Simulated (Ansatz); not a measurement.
TePb:
```
TePb
1.0
    0.00000     3.28429     3.28429
    3.28429     0.00000     3.28429
    3.28429     3.28429     0.00000
Te Pb
1 1
Direct
  0.00000   0.00000   0.00000
  0.50000   0.50000   0.50000
```

DFT-PBE in the program Ansatz with PAW potentials gives a gap of 0.83 eV without spin–orbit coupling, maximum at L, minimum at L.

What happens when spin–orbit coupling is switched on?

The gap falls by 0.82 eV, to 0.01 eV; maximum at L, minimum at L.

Give the Z2 indices of the occupied bands with spin–orbit coupling.

0;(000).

Space group Fm-3m (rock salt). The cell was relaxed with PBE under the symmetry of its start; of distortions, only those at the zone centre were tested.

Potentials: the later of the program's two PAW sets.
